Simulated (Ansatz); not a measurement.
## Every step of a relaxation of Mg

DFT, LDA, PAW with Ansatz's default frozen-core files, scalar-relativistic (Ansatz 0.2.0); a Γ-centred 18×18×10 k mesh, Fermi–Dirac smearing of 0.05 eV, no spin polarisation. The run relaxes cell and atoms at a target pressure of 0 GPa.

Command: `ansatz run input.yaml --threads 1 --pin off --max-ram 3072MiB --backend cpu --events-out ev --progress --plain --runs-dir out` It took 22 s on 1 thread of Arm Neoverse V2, on a shared host, peak memory 0.45 GiB.

PAW: frozen-core files, cutoff 420 eV; forces are relaxed below 0.003 eV/Å.

Each step lists its free energy a cell above the last geometry, the pressure, the cell vectors (Å), and Cartesian positions (Å) with forces (eV/Å).

The first step:

```
step 1  dF = 26.86 meV  P = -2.48 GPa
  cell 3.2093 0.0000 0.0000  -1.6046 2.7793 0.0000  0.0000 0.0000 5.2103
  Mg 0.0000 1.8529 1.3026   0.0000 0.0000 0.0000
  Mg 1.6046 0.9264 3.9077   0.0000 0.0000 0.0000
```

The PAW files were made under PBE.

Q: Where does the relaxation end, and by which steps?

A: After 4 geometries, with conventional a, b, c = 3.136, 3.136, 5.075 Å, at 21.613 Å³/atom (-6.99 % against the start) in space group P6_3/mmc, with a shortest distance of 3.117 Å. The further steps:
```
step 2  dF = 1.34 meV  P = -0.60 GPa
  cell 3.1504 0.0000 0.0000  -1.5752 2.7283 0.0000  0.0000 0.0000 5.1083
  Mg 0.0000 1.8189 1.2771   0.0000 0.0000 0.0000
  Mg 1.5752 0.9094 3.8312   0.0000 0.0000 0.0000
step 3  dF = 0.02 meV  P = 0.08 GPa
  cell 3.1337 0.0000 0.0000  -1.5669 2.7139 0.0000  0.0000 0.0000 5.0729
  Mg 0.0000 1.8093 1.2682   0.0000 0.0000 0.0000
  Mg 1.5669 0.9046 3.8047   0.0000 0.0000 0.0000
step 4  dF = 0.00 meV  P = 0.00 GPa
  cell 3.1361 0.0000 0.0000  -1.5680 2.7159 0.0000  0.0000 0.0000 5.0750
  Mg 0.0000 1.8106 1.2688   0.0000 0.0000 0.0000
  Mg 1.5680 0.9053 3.8063   0.0000 0.0000 0.0000
step 5  dF = 0.05 meV  P = 0.00 GPa  (same geometry on a basis chosen anew; earlier energies don't compare to the last digit)
  cell 3.1361 0.0000 0.0000  -1.5680 2.7159 0.0000  0.0000 0.0000 5.0750
  Mg 0.0000 1.8106 1.2688   0.0000 0.0000 0.0000
  Mg 1.5680 0.9053 3.8063   0.0000 0.0000 0.0000
```
